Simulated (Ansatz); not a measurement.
As:
Space group R-3m, hexagonal axes (No. 166); a = 3.7819 Å, b = 3.7819 Å, c = 10.1018 Å, α = 90.00°, β = 90.00°, γ = 120.00°

```json
[
 {"atom": "As", "site": "6c", "symmetry": "3m", "x": "0.0000", "y": "0.0000", "z": "0.2302"}
]
```
(The calculation used a cell of 2 atoms; values per cell refer to that cell.)

Relaxed at zero pressure with PBEsol (plane waves, PAW; program Ansatz).

**Question.** The volume is raised by 3 % and shape and atoms relax at that volume. What pressure results, and how do the axes share the change?

**Answer.** -1.4 GPa; a 0.4 %, b 0.4 %, c 2.2 %; the energy rises by 3 meV/atom.

**Question.** Give the new structure.

**Answer.** 
Space group R-3m, hexagonal axes (No. 166); a = 3.7970 Å, b = 3.7970 Å, c = 10.3226 Å, α = 90.00°, β = 90.00°, γ = 120.00°

| atom | site | symmetry | x | y | z |
|---|---|---|---|---|---|
| As | 6c | 3m | 0.0000 | 0.0000 | 0.2287 |

The phase is kept; no other phase was compared at this pressure.

The cell was relaxed with PBEsol under the symmetry of its start.

Potentials: the later of the program's two PAW sets.
